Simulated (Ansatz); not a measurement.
## Hf2TiN3: rattling a relaxed structure

It was reached by relaxing an invented guess, and it needn't be the stable form of this composition.

All numbers below come from Ansatz 0.2.0, DFT PBE, scalar-relativistic, plane waves, PAW. Cutoff 420 eV; k points 12×12×6 on the computed 6-atom cell (Γ-centred); Gaussian smearing, width 0.10 eV; no spin polarisation.

The cell below (6 atoms, space group P-3m1 (No. 164)) is relaxed within its symmetry.

```
Hf Ti N
1.0
     3.16399    0.00000    0.00000
    -1.58199    2.74009    0.00000
     0.00000    0.00000    7.67369
Hf Ti N
2 1 3
Cartesian
  0.0000 1.8267 5.1855
  1.5820 0.9134 2.4881
  0.0000 0.0000 0.0000
  1.5820 0.9134 6.4632
  0.0000 0.0000 3.8368
  0.0000 1.8267 1.2104
```

For the test a repeat of it with 12 atoms (edges 3.16, 5.48, 7.67 Å) was strained at random (σ = 1.5 % a component), the atoms were moved at random (σ = 0.10 Å), and all was relaxed again on a coarse 8×4×4 mesh (in the run’s order of axes) with 0.20 eV smearing, with no symmetry imposed.

These runs have no spin–orbit coupling, which can matter for Hf.

Question: Does it come back?

Answer: It returns, within 1 meV/atom of the unmoved cell on that mesh and with the same symmetry when read at 0.1 Å. So it is stable against the distortions that fit this cell and that this random move excites. Modes that don't fit the cell aren't tested.
